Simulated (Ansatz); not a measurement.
Consider the following.

BeS:
```
CELL_PARAMETERS angstrom
      2.92556     0.00000     0.00000
      0.00000     2.92556     0.00000
      0.00000     0.00000     2.92556
ATOMIC_POSITIONS crystal
  Be 0.00000 0.00000 0.00000
  S  0.50000 0.50000 0.50000
```

This is the PBE-relaxed structure.

Q: All from PBE (plane waves, PAW; program Ansatz), unless another level is named. Give the bulk modulus (Birch–Murnaghan fit).

A: 84.4 GPa.

Q: Next, the elastic constants (relaxed ions, GPa)?

A: C11 = 115, C12 = 67.8, C44 = -37.5.

Space group Pm-3m (CsCl type). The cell is a constructed one: a structure type filled with these elements; neither database checked (COD, Materials Project) lists it. COD files the formula under space group No. 216, so this cell is another polymorph or a model. Its standing as an ambient phase is unchecked. The PBE relaxation kept the symmetry of its start. At this level the phase is dynamically unstable (imaginary phonons). As this level gives no gap, shear constants depend on the k-mesh and smearing (Fermi–Dirac, 0.1 eV here).

Potentials: the later of the program's two PAW sets.
